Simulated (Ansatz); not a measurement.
Consider the following.

AlAu:
Space group P2₁/m (No. 11); a = 6.309 Å, b = 3.357 Å, c = 6.394 Å, α = γ = 90.00°, β = 93.07°

| atom | site | symmetry | x | y | z |
|---|---|---|---|---|---|
| Al | 2e | m | 0.4544 | 0.2500 | 0.1796 |
| Al | 2e | m | 0.0830 | 0.2500 | 0.6816 |
| Au | 2e | m | 0.6910 | 0.2500 | 0.5268 |
| Au | 2e | m | 0.1864 | 0.7500 | 0.0064 |

This is the PBEsol-relaxed structure.

Question: All from plane-wave PAW PBEsol (Ansatz code), unless another level is named. Estimate the Debye temperature from the elastic constants.

Answer: 255 K.

Question: And the highest zone-centre frequency?

Answer: 342 cm⁻¹.

Space group P2_1/m. The first step of the workflow began from a Materials Project structure, measured or hypothetical; the Crystallography Open Database copy checked does not list it. Whether it is the stable phase at ambient conditions was not checked. The PBEsol relaxation kept the symmetry of its start; its stability against distortions is not shown here. As this level gives no gap, shear constants depend on the k-mesh and smearing (Fermi–Dirac, 0.1 eV here). As this level gives no gap, phonon frequencies hold no LO–TO term and depend on the k-mesh and smearing (Fermi–Dirac, 0.1 eV here). Axis ratios of metals converge slowly with the k-mesh, so a and c are less sure than the volume. Spin–orbit coupling is left out wherever it is not named.

Potentials: the later of the program's two PAW sets.
